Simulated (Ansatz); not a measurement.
ZrIr (CsCl type, Pm-3m) at seven volumes, plane-wave PAW PBEsol (Ansatz code), scaled uniformly. One row is withheld.

```json
[
 {"V (Å³/atom)": "15.886", "P (GPa)": "?"},
 {"V (Å³/atom)": "16.409", "P (GPa)": "14.77"},
 {"V (Å³/atom)": "16.933", "P (GPa)": "6.78"},
 {"V (Å³/atom)": "17.457", "P (GPa)": "0.00"},
 {"V (Å³/atom)": "17.981", "P (GPa)": "-5.77"},
 {"V (Å³/atom)": "18.504", "P (GPa)": "-10.68"},
 {"V (Å³/atom)": "19.028", "P (GPa)": "-14.87"}
]
```

Problem. Fit the shown pressures and predict the withheld one.

Solution. P = (3/2)B₀(x^(7/2) − x^(5/2))[1 + (3/4)(B′ − 4)(x − 1)] with x = (V₀/V)^(2/3). Least squares on the six rows gives V₀ = 17.457 Å³/atom, B₀ = 208 GPa, B′ = 4.38. At V = 15.886, x = 1.0649 and P = 24.13 GPa. The run itself gave 24.11 GPa.

The workflow started from an entry of the Crystallography Open Database (COD). Whether it is the stable phase at ambient conditions was not checked. The PBEsol relaxation kept the symmetry of its start. At this level the phase is mechanically unstable. The run is not spin-polarised. Scalar-relativistic: spin–orbit coupling is off unless named, which matters more the heavier the elements.

Potentials: the later of the program's two PAW sets.
